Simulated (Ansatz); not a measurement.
InGaSbAs:
Space group Pmm2 (No. 25); a = 4.299 Å, b = 4.335 Å, c = 6.157 Å, α = 90.00°, β = 90.00°, γ = 90.00°

```tsv
atom	site	symmetry	x	y	z
In	1a	mm2	0.0000	0.0000	0.9826
As	1b	mm2	0.0000	0.5000	0.7336
Ga	1d	mm2	0.5000	0.5000	0.5162
Sb	1c	mm2	0.5000	0.0000	0.2705
```

Relaxed with r²SCAN.

Problem. Tabulate the valence density and the electron localisation function along the shortest Ga–Sb contact (2.64 Å), plane-wave PAW r²SCAN (Ansatz code).

Solution. 

| distance from Ga (Å) | density (e/Å³) | ELF |
|---|---|---|
| 0.26 | 24.26 | 0.02 |
| 0.40 | 9.93 | 0.04 |
| 0.53 | 3.41 | 0.10 |
| 0.66 | 1.34 | 0.19 |
| 0.79 | 0.73 | 0.27 |
| 0.93 | 0.52 | 0.34 |
| 1.06 | 0.43 | 0.48 |
| 1.19 | 0.41 | 0.66 |
| 1.32 | 0.43 | 0.73 |
| 1.45 | 0.48 | 0.65 |
| 1.59 | 0.58 | 0.50 |
| 1.72 | 0.76 | 0.38 |
| 1.85 | 1.17 | 0.29 |
| 1.98 | 2.25 | 0.17 |
| 2.11 | 4.72 | 0.07 |
| 2.25 | 9.22 | 0.01 |
| 2.38 | 15.31 | 0.00 |

The density is the valence pseudo-density with augmentation charge, so density and ELF within about 1 Å of a nucleus are not all-electron values.

The start of the workflow was typed in or built on a structure type; neither database checked (COD, Materials Project) lists it. Whether it is the stable phase at ambient conditions was not checked. The r²SCAN relaxation kept the symmetry of its start; its stability against distortions is not shown here. Scalar-relativistic: spin–orbit coupling is off unless named, which matters more the heavier the elements.

Potentials: the later of the program's two PAW sets.
